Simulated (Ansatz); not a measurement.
One starting cell of BN (a generated trial cell of BN in the NiAs structure type) was relaxed twice with Ansatz (plane waves, PAW, scalar-relativistic): with r2SCAN at 500 eV and with PBE at 420 eV. The r2SCAN result:

```cif
data_B2N2
_chemical_formula_sum 'B2 N2'
_space_group_name_H-M_alt 'P63/mmc'
_space_group_IT_number 194
_space_group_name_Hall '-P 6c 2c'
_cell_length_a 2.49117
_cell_length_b 2.49117
_cell_length_c 4.00079
_cell_angle_alpha 90.000
_cell_angle_beta 90.000
_cell_angle_gamma 120.000
loop_
_atom_site_label
_atom_site_type_symbol
_atom_site_symmetry_multiplicity
_atom_site_Wyckoff_symbol
_atom_site_fract_x
_atom_site_fract_y
_atom_site_fract_z
_atom_site_occupancy
B1 B 2 a 0.00000 0.00000 0.00000 1
N1 N 2 c 0.33333 0.66667 0.25000 1
```

```json
[
 {"quantity": "space group", "r2SCAN": "P6₃/mmc", "PBE": "P6₃/mmc"},
 {"quantity": "volume (Å³/atom)", "r2SCAN": "5.38", "PBE": "(withheld)"},
 {"quantity": "a (Å)", "r2SCAN": "2.491", "PBE": "(withheld)"},
 {"quantity": "c (Å)", "r2SCAN": "4.001", "PBE": "(withheld)"},
 {"quantity": "gap (eV, no spin-orbit coupling)", "r2SCAN": "1.83", "PBE": "(withheld)"}
]
```

**Question.** What does PBE give for the same quantities?

**Answer.** 
- volume (Å³/atom), PBE: 5.44
- a (Å), PBE: 2.500
- c (Å), PBE: 4.022
- gap (eV, no spin-orbit coupling), PBE: 1.49

Both levels end in the same structure; PBE's volume is 1.2 % larger; its gap is 0.34 eV smaller. Neither column is exact.

No spin polarisation in the result.

The run could not lose the symmetry of its start.

All atoms sit on sites fixed by symmetry, so only the cell could relax.

Ansatz is a quantum-chemistry and plane-wave program.
